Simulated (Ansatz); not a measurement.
Contact hyperfine fields in MnSi

Cell: a structure deposited in the COD, atoms as given.

```cif
data_MnSi
_symmetry_space_group_name_H-M 'P2_13'
_symmetry_Int_Tables_number 198
_cell_length_a 4.5561
_cell_length_b 4.5561
_cell_length_c 4.5561
_cell_angle_alpha 90.000
_cell_angle_beta 90.000
_cell_angle_gamma 90.000
loop_
_atom_site_label
_atom_site_type_symbol
_atom_site_symmetry_multiplicity
_atom_site_Wyckoff_symbol
_atom_site_fract_x
_atom_site_fract_y
_atom_site_fract_z
Mn Mn 4 a 0.1383 0.1383 0.1383
Si Si 4 a 0.8461 0.8461 0.8461
```

One atom of each set is listed.

The numbers come from a DFT calculation in Ansatz (PBE, plane waves and PAW, scalar-relativistic, collinear spin, 420 eV cutoff, Γ-centred 7×7×7 k-points, Fermi–Dirac smearing 0.05 eV). Start moments as typed (μB): 3 on each Mn, none on the rest.

B_c = (2μ₀/3)μB(ρ↑ − ρ↓), with the spin density averaged over the Thomson radius around the nucleus, 7.77 T per e/Å³, positive along the up direction of the run. The valence column is what the valence and semicore waves of the PAW files give as listed; the rest comes from solving these waves and the inner shells again in each spin's potential.

Q: What moments and contact fields does each site carry?

A: The cell's net moment is 3.98 μB; the site moments, counted in spheres around the atoms, add up to 3.88 μB, and the difference lies between the spheres. One atom of each set is listed.

```json
{"site": "Mn", "m (μB)": "1.01", "B_c (T)": "-10.1", "valence column (T)": "7.3", "rest (T)": "-17.4"}
{"site": "Si", "m (μB)": "-0.04", "B_c (T)": "-6.9", "valence column (T)": "-6.9", "rest (T)": "0.0"}
```

On Mn the field amounts to -10.0 T per μB of the site's moment: core polarisation sets it against the moment.

At this cell the PBE pressure is -5 GPa, so with PBE the cell would shrink if it were relaxed. The entry's cell may itself be off. The largest force is 0.3 eV/Å, so the atoms aren't at the calculated equilibrium and relaxing them would move these values. The magnetic order is the one that the run reached from its start moments, not necessarily the measured one. The run finds no gap above 0.1 eV, so moments and fields hang on the k-mesh and the smearing. Semilocal functionals underestimate the core's part of the field; in a metal the conduction electrons' part and a positive orbital field can offset that, so a measured field can be larger or smaller. Orbital and dipolar fields are left out.
